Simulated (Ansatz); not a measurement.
## InOsF in Ansatz, relaxation

input.yaml:

```yaml
crystal:
  lattice:
    - [3.696112, 0.0, 0.0]
    - [0.0, 3.696112, 0.0]
    - [0.0, 0.0, 6.711361]
  atoms:
    - { symbol: Os, position: [0.0, 0.5, 0.195] }
    - { symbol: Os, position: [0.5, 0.0, 0.805] }
    - { symbol: F, position: [0.0, 0.0, 0.0] }
    - { symbol: F, position: [0.5, 0.5, 0.0] }
    - { symbol: In, position: [0.0, 0.5, 0.65] }
    - { symbol: In, position: [0.5, 0.0, 0.35] }
  symmetry: { tolerance: 0.0003 }
kpoints:
  mp_grid: { grid: [8, 8, 4], shift: [0, 0, 0] }
magnetization:
  spin_polarized: false
scf:
  occupations: { method: methfessel_paxton, width: 0.0638 }
  lower_state_search: "off"
hamiltonian:
  pseudopotentials: { kind: paw }
  xc: r2scan
basis:
  ecutwfc: 500
  fft_grid_basis: typed
relax:
  max_steps: 80
  cell: { p_target: 0.0 }
output:
  forces: true
  stress: true
  eigenvalues: true
  bader: true
  populations: true
  elf: true
  write_potential: true
  volumetric_format: npy
  dos:
    e_range: [-12, 8]
    de: 0.05
    projected: { site_lists: { F: [F], In: [In], Os: [Os] } }
  write_density: true
checkpoint:
  read: saved_state
```

The command:

```bash
ansatz run input.yaml --threads 2 --pin off --max-ram 3584MiB --backend cpu --events-out ev --progress --plain --runs-dir out
```

Origin of the cell: a known structure type with other elements, at an estimated volume, so it need not be a known compound.

The saved state is a converged single point of the same cell.

Steps («new basis» is an SCF on plane waves selected anew at the same cell):

| step | ΔF (meV/atom) | max force component (eV/Å) | P (GPa) | volume (Å³) | SCF iterations | step was |
| --- | --- | --- | --- | --- | --- | --- |
| 1 | 0.0 | 3.068 | 2.81 | 91.69 | 8 | accepted |
| 2 | -183.4 | 0.528 | 3.11 | 89.06 | 10 | accepted |
| 3 | -222.6 | 0.429 | -1.30 | 90.40 | 8 | accepted |
| 4 | -230.9 | 0.234 | -0.07 | 89.48 | 8 | accepted |
| 5 | -232.2 | 0.061 | -0.09 | 89.55 | 8 | accepted |
| 6 | -232.3 | 0.003 | 0.00 | 89.45 | 7 | accepted |
| 7 | -232.3 | 0.002 | -0.01 | 89.45 | 8 | new basis |

Step 1, with forces in eV/Å:

```xyz
6
Lattice="3.696 0.000 0.000 0.000 3.696 0.000 0.000 0.000 6.711" Properties=species:S:1:pos:R:3:forces:R:3 pbc="T T T" step=1
Os    0.000    1.848    1.309    0.000    0.000    3.068
Os    1.848    0.000    5.403    0.000    0.000   -3.068
F     0.000    0.000    0.000    0.000    0.000    0.000
F     1.848    1.848    0.000    0.000    0.000    0.000
In    0.000    1.848    4.362    0.000    0.000   -1.244
In    1.848    0.000    2.349    0.000    0.000    1.244
```

Step 2, with forces in eV/Å:

```xyz
6
Lattice="3.600 0.000 0.000 0.000 3.600 0.000 0.000 0.000 6.871" Properties=species:S:1:pos:R:3:forces:R:3 pbc="T T T" step=2
Os    0.000    1.800    1.535    0.000    0.000   -0.528
Os    1.800    0.000    5.336    0.000    0.000    0.528
F     0.000    0.000    0.000    0.000    0.000    0.000
F     1.800    1.800    0.000    0.000    0.000    0.000
In    0.000    1.800    4.271    0.000    0.000    0.031
In    1.800    0.000    2.601    0.000    0.000   -0.031
```

Step 3, with forces in eV/Å:

```xyz
6
Lattice="3.544 0.000 0.000 0.000 3.544 0.000 0.000 0.000 7.198" Properties=species:S:1:pos:R:3:forces:R:3 pbc="T T T" step=3
Os    0.000    1.772    1.571    0.000    0.000    0.429
Os    1.772    0.000    5.627    0.000    0.000   -0.429
F     0.000    0.000    0.000    0.000    0.000    0.000
F     1.772    1.772    0.000    0.000    0.000    0.000
In    0.000    1.772    4.424    0.000    0.000    0.423
In    1.772    0.000    2.775    0.000    0.000   -0.423
```

Step 4, with forces in eV/Å:

```xyz
6
Lattice="3.499 0.000 0.000 0.000 3.499 0.000 0.000 0.000 7.308" Properties=species:S:1:pos:R:3:forces:R:3 pbc="T T T" step=4
Os    0.000    1.750    1.616    0.000    0.000   -0.166
Os    1.750    0.000    5.692    0.000    0.000    0.166
F     0.000    0.000    0.000    0.000    0.000    0.000
F     1.750    1.750    0.000    0.000    0.000    0.000
In    0.000    1.750    4.497    0.000    0.000    0.234
In    1.750    0.000    2.810    0.000    0.000   -0.234
```

Step 5, with forces in eV/Å:

```xyz
6
Lattice="3.494 0.000 0.000 0.000 3.494 0.000 0.000 0.000 7.335" Properties=species:S:1:pos:R:3:forces:R:3 pbc="T T T" step=5
Os    0.000    1.747    1.612    0.000    0.000   -0.049
Os    1.747    0.000    5.724    0.000    0.000    0.049
F     0.000    0.000    0.000    0.000    0.000    0.000
F     1.747    1.747    0.000    0.000    0.000    0.000
In    0.000    1.747    4.543    0.000    0.000   -0.061
In    1.747    0.000    2.792    0.000    0.000    0.061
```

Step 7, with forces in eV/Å:

```xyz
6
Lattice="3.491 0.000 0.000 0.000 3.491 0.000 0.000 0.000 7.341" Properties=species:S:1:pos:R:3:forces:R:3 pbc="T T T" step=7
Os    0.000    1.745    1.611    0.000    0.000   -0.002
Os    1.745    0.000    5.730    0.000    0.000    0.002
F     0.000    0.000    0.000    0.000    0.000    0.000
F     1.745    1.745    0.000    0.000    0.000    0.000
In    0.000    1.745    4.542    0.000    0.000   -0.002
In    1.745    0.000    2.800    0.000    0.000    0.002
```

```yaml
Free_energy_lowered_by: 232.3 meV/atom
Volume_change: -2.44 %
Final_pressure: -0.01 GPa
Relaxation_steps_listed: 7
Formation_energy_elements_under_the_same_functional_gases_as_molecules_uncorrected: 0.046 eV/atom
Gap_on_the_mesh: none (metal)
```

Caveats: no moments, though an odd count or open d shells may carry them; no spin-orbit coupling, though heavy elements are present; the relaxation held the start's symmetry, so the end may be a saddle point.

Time: 2.2 min on 2 threads of Arm Neoverse V1 (shared host), peak memory 0.7 GiB, from a saved density.
